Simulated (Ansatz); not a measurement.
A geometry of Al away from equilibrium: step 2 of the relaxation of a relaxed Al cell, doubled along one cell vector, shaken by Gaussian noise of σ = 0.08 Å a coordinate. The numbers are results of PBE (plane waves to 420 eV, PAW, scalar-relativistic; Ansatz, a first-principles code), not measurements. Γ-centred k-mesh 8×8×6 on the run's cell (coarser than for final values), Fermi–Dirac smearing 0.05 eV. The plane waves were selected for a different cell earlier on the path.

```
CELL_PARAMETERS angstrom
      4.56142     0.01378     0.00152
     -2.26878     3.98667    -0.00325
      0.00183    -0.00347     5.49213
ATOMIC_POSITIONS crystal
  Al 0.00364 0.00848 0.99813
  Al 0.00258 0.98636 0.50114
  Al 0.33858 0.66224 0.24064
  Al 0.33355 0.66810 0.75000
  Al 0.66689 0.32749 0.27070
  Al 0.67315 0.33518 0.77678
```

Give the Cartesian forces on all atoms (eV/Å).


```csv
atom,Fx,Fy,Fz
Al1,0.05,-0.06,0.14
Al2,-0.05,0.06,-0.03
Al3,-0.11,0.04,0.19
Al4,0.12,0.05,-0.33
Al5,0.12,-0.05,0.22
Al6,-0.12,-0.04,-0.18
```

The path ends in Fm-3m (No. 225) (fcc (Cu type)). No spin polarisation in the result.

Of the parent cell (P6/mmm (No. 191)): it is a generated cell of Al: the first start was made by placing the elements on the sites of a structure type, and the end was not matched to a known phase here, so it may be hypothetical. Known forms of Al include space group No. 225.
